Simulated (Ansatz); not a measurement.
Ansatz (an electronic-structure program) input:

Ansatz 0.2 input:
```yaml
crystal:
  lattice:
    - [3.090696322, 0.0, 0.0]
    - [0.0, 3.367554544, 0.0]
    - [0.0, 0.0, 5.350093081]
  atoms:
    - { symbol: Ti, position: [0.0, 0.0, 0.0] }
    - { symbol: B, position: [0.5, 0.5, 0.1613622165] }
    - { symbol: B, position: [0.0, 0.5, 0.3261070048] }
    - { symbol: Zr, position: [0.5, 0.0, 0.5] }
    - { symbol: B, position: [0.0, 0.5, 0.6738929952] }
    - { symbol: B, position: [0.5, 0.5, 0.8386377835] }
kpoints:
  mp_grid: { grid: [13, 12, 8] }
hamiltonian:
  xc: pbesol
  pseudopotentials: { azcp: { folder: ./paw }, kind: paw }
scf:
  occupations: { method: fermi_dirac, width: 0.1 }
phonons:
  method: dfpt
  response_accuracy: low
  eigenvectors: true
  rigid_motions: translations
```

Output (shortened):

```
zone centre: on kpoints.mp_grid the ground state, and the responses unless they are solved on pairs of k-points, stand on 245 of the mesh's 1248 k-points, …
Pseudopotentials: kind: paw
Pseudopotential: Ti, paw, valence charge 12
Pseudopotential: B, paw, valence charge 3
Pseudopotential: Zr, paw, valence charge 12
Functional definition: PBEsol
Crystal: 6 atoms, lattice volume = 55.684 Å³
Basis set: ecut = 420 eV, 1113 PW (Γ), exchange–correlation on 48×48×72 points (8 copies of the dense FFT grid, shifted against one another)
Bands: 24, of which v1, the nominal top of the filled ones, is band 18 counted from 1 (17 counted from 0)
Symmetry: 8 space group operations
k-points: 245 of 1248 (irreducible under 4 space group operations, time reversal used)
PAW frozen core: Ti, regenerated for the run's functional, and the local potential with it
PAW frozen core: B, regenerated for the run's functional, and the local potential with it
PAW frozen core: Zr, regenerated for the run's functional, and the local potential with it
Initial density: superposition of atomic densities (chi_scale 0.1, normalization cell, long waves kept (reshape's long-wave potential 0.02 eV rms))
Initial wavefunctions: pseudopotential atomic-orbital guess
Eigensolver: davidson
Functional: x = pbesol(κ = 0.804, μ = 0.12345679012345678), c = pbesol(β = 0.046)
SCF iter   1: F=—  HF=-7221.783470 eV  |F-HF|=—  |Δ(HF+E_count)|=         —  Δρ=9.77e-2  dr2=9.81e0  ethr=3.10e-3  ⟨swp⟩=5.4  Hψ=23650  notcnv=0
all-band conjugate gradients solve this SCF's bands
preconditioner: auto → Kerker (q_TF=auto, 2.537 Å⁻¹)
SCF iter   2: F=—  HF=-7219.849254 eV  |F-HF|=—  |Δ(HF+E_count)|=    1.93e0  Δρ=2.92e-2  dr2=6.84e-1  ethr=3.10e-3  ⟨swp⟩=3.6  Hψ=15126  notcnv=0  defer=45
SCF iter   3: F=—  HF=-7219.680926 eV  |F-HF|=—  |Δ(HF+E_count)|=   1.68e-1  Δρ=1.55e-2  dr2=1.37e-1  ethr=1.90e-3  ⟨swp⟩=2.4  Hψ=9114  notcnv=0  defer=28
SCF iter   4: F=—  HF=-7219.645198 eV  |F-HF|=—  |Δ(HF+E_count)|=   3.57e-2  Δρ=2.95e-3  dr2=8.17e-3  ethr=3.79e-4  ⟨swp⟩=2.1  Hψ=11869  notcnv=0  defer=21
SCF iter   5: F=—  HF=-7219.643993 eV  |F-HF|=—  |Δ(HF+E_count)|=   1.21e-3  Δρ=1.40e-3  dr2=1.61e-3  ethr=2.27e-5  ⟨swp⟩=2.3  Hψ=9268  notcnv=0  defer=16
SCF iter   6: F=—  HF=-7219.643716 eV  |F-HF|=—  |Δ(HF+E_count)|=   2.77e-4  Δρ=1.28e-4  dr2=1.38e-5  ethr=4.47e-6  ⟨swp⟩=2.1  Hψ=7226  notcnv=0  defer=16
SCF iter   7: F=—  HF=-7219.643717 eV  |F-HF|=—  |Δ(HF+E_count)|=   8.36e-7  Δρ=6.61e-5  dr2=5.72e-6  ethr=3.83e-8  ⟨swp⟩=2.2  Hψ=8413  notcnv=0  defer=15
SCF iter   8: F=—  HF=-7219.643716 eV  |F-HF|=—  |Δ(HF+E_count)|=   1.52e-6  Δρ=2.18e-5  dr2=5.39e-7  ethr=1.59e-8  ⟨swp⟩=1.4  Hψ=5972  notcnv=0  defer=15
SCF iter  11: F=-7219.643714 eV  HF=-7219.643714 eV  |F-HF|=1.82e-12  |Δ(HF+E_count)|=  1.82e-12  Δρ=3.23e-8  dr2=5.62e-13  ethr=1.00e-12  ⟨swp⟩=6.3  Hψ=26496  notcnv=0
SCF 1 converged in 11 iterations: F = -7219.643714 eV  dr2 = 5.62e-13
DFPT response loops at Γ: preconditioner auto → Kerker (q_TF=auto, 2.537 Å⁻¹) (partly filled bands, converged f_vac=0.000) …
SCF converged after 11 iterations
Free energy (F): -7219.643714 eV
Harris-Foulkes:  -7219.643714 eV  (|F-HF|=1.82e-12)
Internal energy: -7219.622359 eV  (E = F + TS)
E sigma→0 (E₀):  -7219.633036 eV
Entropy (-TS):   -0.021355 eV (-3.559 meV/atom)
Fermi energy:    15.552506 eV
--- Per-component energies (eV) ---
  E_band       = -113.448694
  E_kinetic    = 803.699983
  E_local      = -1368.374097  (includes V_loc(G=0)·N_el)
  E_nonlocal   = 168.228705
  E_hartree    = 525.693081
  E_xc         = -405.659985
  E_vxc        = -489.792470  (∫ρ·V_xc dr)
  E_paw        = -4226.976336  (= ΣΔE_a)
  E_vpaw       = -278.596900  (= ΣTr[D̂ρ^β])
  E_aug_tail   = -0.000077  (compensation charges beyond the density's cutoff)
  E_ewald      = -2716.597581
  E_core_change = 0.363949  (= ΣΔE_core)
  E_smearing   = -0.021355  (= −TS)
  E_closure    = 0.000000  (closes the sum)
  Σ components = -7219.643714   (vs F -7219.643714, Δ=0.00e0)
  [band-id]    e_kinetic+e_local+e_nonlocal+2·e_hartree+e_vxc+e_vpaw+e_augmentation_tail = -113.448695   (vs E_band -113.448694, Δ=-7.55e-7)
--- Band table (eV; the first three rows and the last of 245) ---
  k-point 0: bands = ["-41.2515", "-32.6135", "-17.7301", "-17.6123", "-17.4911", "-10.8810", "-10.8125", "-10.4083", "2.4434", "6.3964", "6.8148", "11.9284", "12.3723", "12.7094", "12.8795", "13.0425", "13.1971", "13.3521", "16.8696", "17.9585", "18.3735", "18.4318", "18.8010", "18.8994"]
  k-point 1: bands = ["-41.2515", "-32.6136", "-17.7301", "-17.6107", "-17.4911", "-10.8854", "-10.8126", "-10.4085", "2.5232", "5.7348", "7.5253", "11.9437", "12.3861", "12.6313", "12.8909", "12.9521", "13.1356", "13.4125", "16.8783", "18.0909", "18.2580", "18.4592", "18.5297", "18.8842"]
  k-point 2: bands = ["-41.2514", "-32.6138", "-17.7300", "-17.6070", "-17.4910", "-10.8961", "-10.8129", "-10.4091", "2.7582", "4.9634", "8.4429", "11.9876", "12.1085", "12.4217", "12.9161", "12.9862", "13.0163", "13.5835", "16.8996", "17.8184", "18.0221", "18.4012", "18.8301", "18.8471"]
  k-point 244: bands = ["-41.2220", "-32.4993", "-17.8188", "-17.7024", "-17.5651", "-11.1751", "-11.1508", "-10.7068", "5.5929", "5.6828", "7.9295", "8.8195", "10.7100", "11.0972", "11.1644", "11.8610", "12.6150", "13.5521", "17.5834", "18.5693", "19.2344", "19.6402", "19.6589", "19.9027"]
  band table: 24 of 24 bands, residual norms ≤ 1.0e-3 eV
--- Phonons (Γ-DFPT): 12 representative perturbations + reference, on 245 of 1248 k-points (Σ response iterations 36) ---
  k mesh reduced under 4 symmetry operations, with k and −k counted as one. Each operation leaves every solved displacement unchanged or reverses it
  ASR residual: 4.114e-4 → 0.000e0 eV/Å²; symmetrization residual: 1.148e-5 eV/Å²
  ASR residual per site (eV/Å²): 4.11e-4 9.33e-6 9.57e-6 4.89e-5 9.57e-6 9.33e-6
  Γ frequencies (cm⁻¹): 0.00 0.00 0.00 266.06 278.26 331.93 476.37 484.80 487.30 509.14 509.53 549.91 572.44 689.18 761.96 798.37 851.25 907.71
  non-analytic LO–TO correction: not included (Born effective charges unavailable; polar crystals: no LO–TO splitting at Γ)
```

Cost: around 5 core-minutes (rough) on shared cores.

Space group Pmmm. The start of the workflow was typed in or built on a structure type; neither database checked (COD, Materials Project) lists it. Whether it is the stable phase at ambient conditions was not checked. The cell was relaxed with PBEsol under the symmetry of its start; its stability against distortions is not shown here. The run is not spin-polarised. As this level gives no gap, phonon frequencies hold no LO–TO term and depend on the k-mesh and smearing (Fermi–Dirac, 0.1 eV here). Scalar-relativistic: spin–orbit coupling is off unless named, which matters more the heavier the elements.

Potentials: the earlier of the program's two PAW sets. The files were generated under PBE; for other functionals the program regenerates the frozen cores, and for LDA and PBEsol the local potential too.

Ansatz is a plane-wave DFT program.
